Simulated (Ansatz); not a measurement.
## Y2H2C (P-3m1), a sublattice moved along a line

Method: DFT r2SCAN, scalar-relativistic, plane waves, PAW in Ansatz. Settings: plane waves to 500 eV, k-mesh 18×18×8 (Γ-centred), Gaussian smearing 0.15 eV. No spin polarisation. Energies are free energies at this smearing, counted from the undisturbed cell; pressure is positive in compression.

Zero of the scan (as given, not relaxed at this level; it stands at 0.4 GPa, and it needn't be the usual structure):

```
Y H C
1.0
     3.65560    0.00000    0.00000
    -1.82780    3.16584    0.00000
     0.00000    0.00000    5.99730
Y H C
2 2 1
Direct
  0.33333 0.66667 0.22650
  0.66667 0.33333 0.77350
  0.33333 0.66667 0.60700
  0.66667 0.33333 0.39300
  0.00000 0.00000 0.00000
```

Every H atom is moved by x along the Cartesian unit vector (0.000, -0.667, 0.745); the cell and all other atoms stay fixed. The cell is metallic on the mesh throughout.

(x (Å), ΔE (meV/cell)): (-0.2000, 121.6), (-0.1000, 30.4), (0.0000, 0.0), (0.0500, 7.6), (0.1500, 68.4)